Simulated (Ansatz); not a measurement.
Geometry optimisation in Ansatz: input, command and trajectory.

```yaml
crystal:
  lattice:
    - [-2.4104828696, 2.4104828696, 3.9534397708]
    - [2.4104828696, -2.4104828696, 3.9534397708]
    - [2.4104828696, 2.4104828696, -3.9534397708]
  atoms:
    - { symbol: Sn, position: [0.0, 0.0, 0.0] }
    - { symbol: Bi, position: [0.593, 0.593, 0.0] }
    - { symbol: Bi, position: [0.407, 0.407, 0.0] }
basis:
  ecutwfc: 420
kpoints:
  mp_grid: { grid: [6, 6, 6] }
hamiltonian:
  xc: pbe
scf:
  occupations: { method: gaussian, width: 0.1 }
  lower_state_search: "off"
output:
  forces: true
  stress: true
  eigenvalues: true
relax:
  adjacent_minimum: "off"
  f_tol: 0.04
  max_steps: 70
  cell: { stress_tol: 0.4 }
```

```bash
ansatz run input.yaml --threads 1 --pin off --max-ram 2560MiB --backend cpu --events-out ev --progress --plain --runs-dir out
```

All numbers below come from DFT PBE, scalar-relativistic, plane waves, PAW (Ansatz).

Of 17 frames 10 are shown, positions in Å and forces in eV/Å; the SCF threshold varies from step to step. Steps run on the plane waves of an earlier cell, with a Pulay correction in the pressure. The basis is chosen afresh for the last frame, the zero of the energies, and at times for earlier ones too; energy and pressure step there, also at an unchanged geometry. Here that happened at step 13 (-26 meV/atom, 0.5 GPa); the frames before carry an error of that size.

```xyz
3
Lattice="-2.4105 2.4105 3.9534 2.4105 -2.4105 3.9534 2.4105 2.4105 -3.9534" Properties=species:S:1:pos:R:3:forces:R:3 pbc="T T T" step=1 free_energy_over_end_meV_per_atom=21963.93 pressure_GPa=198.76
Sn    0.0000    0.0000    0.0000    0.0000    0.0000    0.0000
Bi    0.0000    0.0000    4.6888    0.0000    0.0000  227.0228
Bi    0.0000    0.0000    3.2181    0.0000    0.0000 -227.0228
3
Lattice="-2.4189 2.4189 4.2038 2.4189 -2.4189 4.2038 2.4189 2.4189 -4.2038" Properties=species:S:1:pos:R:3:forces:R:3 pbc="T T T" step=3 free_energy_over_end_meV_per_atom=3011.45 pressure_GPa=36.75
Sn    0.0000    0.0000    0.0000    0.0000    0.0000    0.0000
Bi    0.0000    0.0000    5.2267    0.0000    0.0000   30.9513
Bi    0.0000    0.0000    3.1809    0.0000    0.0000  -30.9513
3
Lattice="-2.4033 2.4033 4.5909 2.4033 -2.4033 4.5909 2.4033 2.4033 -4.5909" Properties=species:S:1:pos:R:3:forces:R:3 pbc="T T T" step=5 free_energy_over_end_meV_per_atom=618.27 pressure_GPa=6.41
Sn    0.0000    0.0000    0.0000    0.0000    0.0000    0.0000
Bi    0.0000    0.0000    5.8411    0.0000    0.0000    6.2134
Bi    0.0000    0.0000    3.3407    0.0000    0.0000   -6.2134
3
Lattice="-2.3667 2.3667 4.7583 2.3667 -2.3667 4.7583 2.3667 2.3667 -4.7583" Properties=species:S:1:pos:R:3:forces:R:3 pbc="T T T" step=6 free_energy_over_end_meV_per_atom=308.69 pressure_GPa=1.12
Sn    0.0000    0.0000    0.0000    0.0000    0.0000    0.0000
Bi    0.0000    0.0000    6.1124    0.0000    0.0000    2.6335
Bi    0.0000    0.0000    3.4042    0.0000    0.0000   -2.6335
3
Lattice="-2.1926 2.1926 4.8583 2.1926 -2.1926 4.8583 2.1926 2.1926 -4.8583" Properties=species:S:1:pos:R:3:forces:R:3 pbc="T T T" step=8 free_energy_over_end_meV_per_atom=67.74 pressure_GPa=1.32
Sn    0.0000    0.0000    0.0000    0.0000    0.0000    0.0000
Bi    0.0000    0.0000    6.3869    0.0000    0.0000    0.4665
Bi    0.0000    0.0000    3.3296    0.0000    0.0000   -0.4665
3
Lattice="-2.1676 2.1676 4.9866 2.1676 -2.1676 4.9866 2.1676 2.1676 -4.9866" Properties=species:S:1:pos:R:3:forces:R:3 pbc="T T T" step=10 free_energy_over_end_meV_per_atom=51.69 pressure_GPa=-0.33
Sn    0.0000    0.0000    0.0000    0.0000    0.0000    0.0000
Bi    0.0000    0.0000    6.6029    0.0000    0.0000    0.1071
Bi    0.0000    0.0000    3.3703    0.0000    0.0000   -0.1071
3
Lattice="-2.1692 2.1692 4.9617 2.1692 -2.1692 4.9617 2.1692 2.1692 -4.9617" Properties=species:S:1:pos:R:3:forces:R:3 pbc="T T T" step=12 free_energy_over_end_meV_per_atom=49.26 pressure_GPa=-0.01
Sn    0.0000    0.0000    0.0000    0.0000    0.0000    0.0000
Bi    0.0000    0.0000    6.6156    0.0000    0.0000   -0.0313
Bi    0.0000    0.0000    3.3079    0.0000    0.0000    0.0313
3
Lattice="-2.1692 2.1692 4.9617 2.1692 -2.1692 4.9617 2.1692 2.1692 -4.9617" Properties=species:S:1:pos:R:3:forces:R:3 pbc="T T T" step=13 free_energy_over_end_meV_per_atom=23.06 pressure_GPa=0.45
Sn    0.0000    0.0000    0.0000    0.0000    0.0000    0.0000
Bi    0.0000    0.0000    6.6156    0.0000    0.0000   -0.0311
Bi    0.0000    0.0000    3.3079    0.0000    0.0000    0.0311
3
Lattice="-2.0749 2.0749 5.3069 2.0749 -2.0749 5.3069 2.0749 2.0749 -5.3069" Properties=species:S:1:pos:R:3:forces:R:3 pbc="T T T" step=15 free_energy_over_end_meV_per_atom=0.37 pressure_GPa=0.45
Sn    0.0000    0.0000    0.0000    0.0000    0.0000    0.0000
Bi    0.0000    0.0000    7.0711    0.0000    0.0000    0.0159
Bi    0.0000    0.0000    3.5428    0.0000    0.0000   -0.0159
3
Lattice="-2.0867 2.0867 5.2904 2.0867 -2.0867 5.2904 2.0867 2.0867 -5.2904" Properties=species:S:1:pos:R:3:forces:R:3 pbc="T T T" step=17 free_energy_over_end_meV_per_atom=0.00 pressure_GPa=0.08
Sn    0.0000    0.0000    0.0000    0.0000    0.0000    0.0000
Bi    0.0000    0.0000    7.0519    0.0000    0.0000    0.0195
Bi    0.0000    0.0000    3.5290    0.0000    0.0000   -0.0195
```

The start puts this composition into another compound's structure type, which needn't suit it. At the end the space group is I4/mmm (tolerance 0.05 Å).

The run took 89 s on 1 thread of Arm Neoverse V2, on a shared host, peak memory 0.44 GiB.

The k mesh is coarse. Spin–orbit coupling is left out, which can shift energies with elements as heavy as these.